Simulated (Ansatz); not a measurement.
Q: Name crystals whose computed values (DFT-LDA in the program Ansatz with PAW potentials) fall in these windows: B₀ by P(V) fit (GPa) 240 to 330; highest Γ mode, no LO–TO term (cm⁻¹) 450 to 550; Θ_D (K) 640 to 820.

A: 

| crystal | B₀ by P(V) fit (GPa) | highest Γ mode, no LO–TO term (cm⁻¹) | Θ_D (K) |
|---|---|---|---|
| ZrN, rock salt | 284 | 513 | 691 |
Others may fit too.

The cell was relaxed under the symmetry of its start. Rows with no word on spin ran without spin polarisation. Spin–orbit coupling is left out wherever it is not named.

Potentials: the later of the program's two PAW sets.
